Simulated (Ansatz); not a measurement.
# ZrHg under pressure

These are results of DFT LDA, scalar-relativistic, plane waves, PAW (Ansatz 0.2.0), not measurements. Settings: 420 eV plane-wave cutoff, Γ-centred 14×14×10 mesh, Fermi-Dirac smearing of 0.15 eV. No spin polarisation. Phonons by linear response, acoustic sum rule imposed.

Equilibrium structure at this level:
```xyz
2
Lattice="3.0847 0.0000 0.0000 0.0000 3.0847 0.0000 0.0000 0.0000 4.1968" Properties=species:S:1:pos:R:3 pbc="T T T"
Zr    1.5424    1.5424    2.0984
Hg    0.0000    0.0000    0.0000
```

In a metal, frequencies and elastic constants depend on the k mesh and the smearing, soft modes and shear constants most. Spin–orbit coupling is left out, which matters for heavy elements.

Question: The cell is relaxed again at 3 and 10 GPa. How do volume, gap and optical modes at Γ (cm⁻¹, counted from the lowest optical one; a degenerate one stands once) change?

Answer:
|  | 0 GPa | 3 GPa | 10 GPa |
| --- | --- | --- | --- |
| V/V0 | 1.000 | 0.977 | 0.933 |
| gap (eV) | 0.00 | 0.00 | 0.00 |
| mode 1 | 117 | 124 | 136 |
| mode 3 | 160 | 170 | 189 |